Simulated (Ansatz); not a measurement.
# LaRe (CsCl-type structure)

Level of theory: DFT, r²SCAN, scalar-relativistic, no spin polarisation; plane waves to 500 eV with PAW datasets (Ansatz 0.2.0), Γ-centred 10×10×10 mesh, 0.05 eV Gaussian smearing. The datasets are Ansatz's generated set soft_2.

```
CELL_PARAMETERS angstrom
3.57335 0.00000 0.00000
0.00000 3.57335 0.00000
0.00000 0.00000 3.57335
ATOMIC_POSITIONS crystal
La 0.00000 0.00000 0.00000
Re 0.50000 0.50000 0.50000
```

The start was a prototype's sites filled with these elements, not a measured cell.

The cell is relaxed to zero pressure at this level.

Path: Γ–X–M–Γ–R–X | R–M, with Γ = (0.000, 0.000, 0.000), X = (0.000, 0.500, 0.000), M = (0.500, 0.500, 0.000), R = (0.500, 0.500, 0.500) in reciprocal vectors of the calculation's cell.

Levels between -5 and 3 eV from the Fermi level at the path's named points:
```tsv
point	below E_F (eV)	above E_F (eV)
Γ	-3.21 -3.21 -0.10 -0.10 -0.10	
X	-1.97 -1.61 -0.99 -0.09 -0.09	0.18 0.89 1.71 2.83 2.83
M	-4.34 -2.41 -1.61 -1.61	1.72 1.85 2.76 2.76
R	-0.99 -0.99 -0.99 -0.08 -0.08 -0.08	1.60 1.94 1.94
```

Task: By these bands, is it a metal or an insulator, and if it has a gap, where are the band edges on this path?

Result: A metal: bands cross the Fermi level.

No spin–orbit coupling, a notable omission for heavy elements.
